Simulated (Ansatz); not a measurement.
BaO (rock salt)

```
CELL_PARAMETERS angstrom
      0.00000     2.78671     2.78671
      2.78671     0.00000     2.78671
      2.78671     2.78671     0.00000
ATOMIC_POSITIONS crystal
  O  0.00000 0.00000 0.00000
  Ba 0.50000 0.50000 0.50000
```

Two coordinates are scanned: the volume, and the ratio of the stretch along z (the conventional c axis) to the stretch across it. Atoms keep their fractional coordinates.

The numbers are results of PBE (plane waves to 420 eV, PAW, scalar-relativistic; Ansatz, a first-principles code), not measurements. k mesh 10×10×10 (Γ-centred), Fermi-Dirac smearing 0.05 eV. Stress and pressure are positive under compression. BaO was relaxed with its symmetry unable to fall.

At one point of the scan the stress tensor (GPa) is:

```
    3.2      0.0      0.0
    0.0      3.2      0.0
    0.0      0.0      7.4
```

Q: Which point is it?
A. V/V₀ = 0.947, (c/a)/(c/a)₀ = 0.960
B. V/V₀ = 0.973, (c/a)/(c/a)₀ = 1.080
C. V/V₀ = 1.000, (c/a)/(c/a)₀ = 0.960
D. V/V₀ = 0.973, (c/a)/(c/a)₀ = 0.960

A: A, V/V₀ = 0.947, (c/a)/(c/a)₀ = 0.960

(Under strain, the slope of the energy per volume gives the stress and its curvature an elastic modulus.)
